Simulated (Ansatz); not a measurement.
**Al6Co5Ni (P4/mmm) at 2 levels of theory**

One geometry, relaxed with PBE; plane waves with PAW potentials in Ansatz, scalar-relativistic. Collinear spin, ending at 0.8 μB a primitive cell. Gaps are the least over mesh and band path; pressure is positive in compression.

```yaml
crystal:
  lattice:
    - [4.03349, 0.00000, 0.00000]
    - [0.00000, 4.03349, 0.00000]
    - [0.00000, 0.00000, 8.63307]
  atoms:
    - { symbol: Al, position: [0.00000, 0.50000, 0.83168] }
    - { symbol: Al, position: [0.00000, 0.50000, 0.16832] }
    - { symbol: Al, position: [0.00000, 0.50000, 0.50000] }
    - { symbol: Al, position: [0.50000, 0.00000, 0.83168] }
    - { symbol: Al, position: [0.50000, 0.00000, 0.16832] }
    - { symbol: Al, position: [0.50000, 0.00000, 0.50000] }
    - { symbol: Co, position: [0.00000, 0.00000, 0.66608] }
    - { symbol: Co, position: [0.00000, 0.00000, 0.33392] }
    - { symbol: Ni, position: [0.00000, 0.00000, 0.00000] }
    - { symbol: Co, position: [0.50000, 0.50000, 0.66711] }
    - { symbol: Co, position: [0.50000, 0.50000, 0.00000] }
    - { symbol: Co, position: [0.50000, 0.50000, 0.33289] }
```

```csv
level,cutoff (eV),k mesh,gap (eV),pressure (GPa),largest moment (μB)
PBE,420,10×10×6,0,0.0,0.39
```

What comes out on the same cell with LDA?

```
level  cutoff (eV)   k mesh  gap (eV)  pressure (GPa)  largest moment (μB)
  LDA          420  10×10×6         0           -11.2                 0.00
```

The structure comes from a generated guess; another structure or a mixture of phases may lie lower.
